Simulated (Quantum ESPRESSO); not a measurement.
## One change at a time to Cu4Mo2PdTi

Calculated results; nothing here was measured. They come from Quantum ESPRESSO 7.5, a public plane-wave density functional program. Each row is one single-point run on a made-up periodic cell of eight metal atoms, with elements, volume, strain and displacements drawn at random and not relaxed, so a cell may be unstable or far from any real phase. There is no spin polarisation or spin-orbit coupling.

Settings: PBE unless stated; PseudoDojo standard norm-conserving files; Fermi-Dirac width 0.25 eV, which means electrons at about 2900 K; cutoff 1252 eV; 5 x 5 x 5 k mesh shifted half a step off Gamma. E is the free energy of the whole cell (internal energy minus TS), so a -TS column is already part of it. Stress is positive in tension, and the pressure P is minus a third of its trace.

Checks: one run of this series was repeated at a higher cutoff and on a denser mesh, which moved values by no more than 0.004 eV, 0.06 GPa and 0.008 eV/Å, and a second program with other atomic files agreed on it to 2 % rms in force and 0.5 GPa in pressure. Known limits: the copper pseudopotential is less sure than most, with forces differing by about three percent and pressure by about two GPa from a second method on plain copper; a spin test at this wide smearing found no moment, but such smearing suppresses magnetism that the real alloy may have.

The lattice is hexagonal close-packed, and the cell vectors in Å are (-0.042, -0.038, -4.390); (0.063, 4.535, 0.039); (5.291, 0.072, 0.050), a volume of 105.28 Å³ in run 1. The elements on sites 1 to 8 are Cu Mo Ti Cu Pd Cu Cu Mo. Each later run makes one change to run 1 and keeps the rest. E is counted from run 1, and is n/a where other atomic files have another zero of energy.

| run | change | V (Å³) | P (GPa) | -TS (eV) | rms force (eV/Å) | largest change of a force component (eV/Å) | E (eV) |
|---|---|---|---|---|---|---|---|
| 1 | none | 105.28 | 14.41 | -1.276 | 0.818 | 0.000 | 0.000 |
| 2 | sites 3 and 6 exchanged | 105.28 | 15.55 | -1.243 | 0.852 | 0.930 | 0.217 |
| 3 | all lengths scaled by +1.78 % | 111.00 | 3.35 | -1.351 | 0.684 | 0.393 | ? |
| 4 | LDA in place of PBE | 105.28 | 0.06 | -1.280 | 0.726 | 0.190 | n/a |
| 5 | Nb on site 3 | 105.28 | 19.57 | -1.177 | 0.868 | 0.325 | n/a |
| 6 | site 6 moved by -0.25 Å along x | 105.28 | 15.22 | -1.286 | 0.927 | 2.082 | 0.279 |

## Worked estimate

Along a uniform scaling dE = -P dV. The mean of the two pressures is 8.880 GPa and the volume changes by 5.72 Å³, with 160.2 GPa to one eV/Å³. The same two rows give -V dP/dV = 209 GPa for this cell with clamped atoms, which is not the bulk modulus of a real alloy.

## Withheld value

Question: what E should run 3 give?

The estimate is -0.317 eV. The calculation gave -0.309 eV. The mean of two end points misses the curvature of P, and the finite cutoff adds a little.
